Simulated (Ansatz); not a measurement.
Data:

PbI2:
```
CELL_PARAMETERS angstrom
     -3.24664     3.24664     7.07879
      3.24664    -3.24664     7.07879
      3.24664     3.24664    -7.07879
ATOMIC_POSITIONS crystal
  Pb 0.50000 0.50000 0.00000
  Pb 0.25000 0.75000 0.50000
  I  0.27037 0.27037 0.00000
  I  0.02037 0.52037 0.50000
  I  0.47963 0.97963 0.50000
  I  0.72963 0.72963 0.00000
```

This is the PBE-relaxed structure.

**Question.** All from plane-wave PAW PBE (Ansatz code), unless another level is named. Estimate the electron effective mass.

**Answer.** 0.092, 1.1, 2.0 mₑ (principal values).

**Question.** Predict the hole effective mass.

**Answer.** 0.24, 0.26, 9.8 mₑ (principal values).

**Question.** Next, the valence-band maximum?

**Answer.** on the Γ–X line, 93 % of the way from Γ.

**Question.** Predict the weight of the conduction-edge state by species (Voronoi cells).

**Answer.** Pb 71 %, I 29 %.

Space group I4_1/amd (anatase). A made-up cell: these elements were put on the sites of a structure type; neither database checked (COD, Materials Project) lists it. It is not the phase usual at ambient conditions (space group No. 164). The PBE relaxation kept the symmetry of its start; its stability against distortions is not shown here. Scalar-relativistic: spin–orbit coupling is off unless named, which matters more the heavier the elements.

Potentials: the later of the program's two PAW sets.

Edges and masses are those of Kohn–Sham bands, whose gap is no quasiparticle gap.
